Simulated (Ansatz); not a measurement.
MoSe in space group P6_3/mcm (No. 193; Mo on 6g, Se on 6g), the program Ansatz at the r²SCAN+D4 level (PAW), all energies at zero smearing, with the estimated change up to a 700 eV cutoff added, with one set of potentials and settings (totals compare only within such a set). Cell of 12 atoms (6 Mo, 6 Se): -62681.976 eV.

```
element              reference phase  E (eV/atom)
-------  ---------------------------  -----------
Mo        Im-3m, 1 atoms in the cell   -4967.8247
Se       P3_121, 3 atoms in the cell   -5478.2650
```

Formation energy per atom, worked out: (-62681.976 − 6×(-4967.8247) − 6×(-5478.2650))/12 = -0.453 eV/atom (-44 kJ per mol of atoms), at 0 K, without zero-point energy or fitted corrections.

The start of the workflow was typed in or built on a structure type; neither database checked (COD, Materials Project) lists it. Whether it is the stable phase at ambient conditions was not checked. The r²SCAN+D4 relaxation kept the symmetry of its start; its stability against distortions is not shown here. The workflow began spin-polarised and lost its moments. The references are the lowest solids computed at this level, not always the standard phases.

Potentials: the earlier of the program's two PAW sets.
